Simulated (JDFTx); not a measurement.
System: diboron tetrafluoride, B2F4 (SMILES FB(F)B(F)F), charge 0, multiplicity 1; geometry: optimised with GFN2-xTB in vacuum (one conformer, no frequencies checked; largest PBE force component 0.8 eV/Å). Coordinates in Å:
```
F    -1.59   -0.78    0.77
B    -0.86    0.00    0.00
F    -1.59    0.78   -0.77
B     0.86    0.00    0.00
F     1.59   -0.77   -0.77
F     1.59    0.78    0.77
```

All numbers are PBE, GBRV ultrasoft potentials, plane waves to 20/100 Ha results from JDFTx (a modified build), not measurements. Liquid: CANDLE, water, 1 M KF. The liquid run sits in a periodic box with 3.75 Å from the outermost atoms to the faces; the vacuum run is isolated. The box matters at about 0.01 eV. Solvation energy here means the total energy in the continuum liquid minus that in vacuum, same nuclei, nothing added for thermal motion or standard states.

The values are those of the intact species: the continuum can't coordinate to it or react with it.

```yaml
solvation_energy: -1.4 kcal/mol
"part: cavitation term of the fluid": 10.9 kcal/mol
"part: dispersion term of the fluid": -8.2 kcal/mol
"part: electrostatic term of the fluid": -4.7 kcal/mol
"part: distortion of the solute's electrons": 0.6 kcal/mol
"highest occupied level in vacuum (zero: vacuum level)": -8.70 eV
"highest occupied level in the liquid (zero: bulk electrolyte)": -8.31 eV
volume of the model's cavity: 216.3 Å³
rough_cost_vacuum_and_liquid_run: 90 s and 2 min of core time
```
